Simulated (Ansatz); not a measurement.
PbS:
```
CELL_PARAMETERS angstrom
      4.22525     0.00000     0.00000
      0.00000     5.97135     0.00000
      0.00000     0.00000     4.22526
ATOMIC_POSITIONS crystal
  Pb 0.50000 0.50000 0.24994
  Pb 0.00000 0.00000 0.75006
  S  0.00000 0.50000 0.75009
  S  0.50000 0.00000 0.24991
```

Relaxed with r²SCAN. 

HSE06 on this cell (Ansatz, a quantum-chemistry and plane-wave program, PAW) gives a gap of 0.87 eV. What does r²SCAN give?

0.69 eV.

Cost on shared cores: the r²SCAN run (SCF on a 7×5×7 mesh, then bands and DOS) about 60 core-seconds (a rough figure), the HSE06 run (SCF on 5×4×5, then a few points) roughly 3.0 core-minutes; the tasks are unlike.

Space group Fm-3m (rock salt). The cell was relaxed with r²SCAN under the symmetry of its start; of distortions, only those at the zone centre were tested. Spin–orbit coupling is left out wherever it is not named.

Potentials: the later of the program's two PAW sets.

Ansatz is a plane-wave DFT program.
